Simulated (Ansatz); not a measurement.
Here is the system:

Relaxed HfO2 (tetragonal-ZrO2 type, space group P4_2/nmc):

```xyz
6
Lattice="3.5675 0.0000 0.0000 0.0000 3.5675 0.0000 0.0000 0.0000 5.1667" Properties=species:S:1:pos:R:3 pbc="T T T"
Hf     0.0000     0.0000     0.0000
Hf     1.7838     1.7838     2.5833
O      0.0000     1.7838     1.0339
O      0.0000     1.7838     3.6172
O      1.7838     0.0000     1.5495
O      1.7838     0.0000     4.1328
```

Scan: atom 4 (O, nearest neighbour Hf at 2.062 Å; its periodic images, 3.6 Å or more away, move with it) is displaced towards the nearest neighbour, direction (-0.865, 0.000, -0.501) in Cartesian axes, by s. The other atoms stay.

Method: PBEsol (plane waves to 420 eV, PAW, scalar-relativistic; Ansatz, a quantum-chemistry and plane-wave program). k mesh 8×8×5 (Γ-centred), Fermi-Dirac smearing 0.05 eV. The energy includes the smearing's −TS. Left out: 3 of 11 points, with atoms too close for the PAW data. HfO2 is run without spin polarisation. HfO2 was relaxed with its symmetry unable to fall. Spin-orbit coupling is left out, though Hf is heavy. The PAW data are Ansatz's earlier set. This is a high-temperature form of HfO2. ΔE is measured from the undisplaced structure.

The scan covers s from -0.620 to 0.248 Å in 8 points.

Is this a single well or a double well?

A single well with its minimum at or next to zero displacement.

Is the energy the same for displacements of ±0.248 Å, and if not, which side lies higher?

Not even: the positive side lies higher at ±0.248 Å. With its periodic images moving along, the atom's site symmetry in this cell is mm2.

What is the energy change at s = 0.248 Å?

691 meV/cell.

What force acts on the atom along the line at s = -0.620 Å?

5.51 eV/Å.

What is the force constant k = d²E/ds² of this move at s = 0?

17.2 eV/Å².

(For displaced atoms, the force is minus the slope of the energy, and its curvature is a force constant, which sets phonon frequencies.)
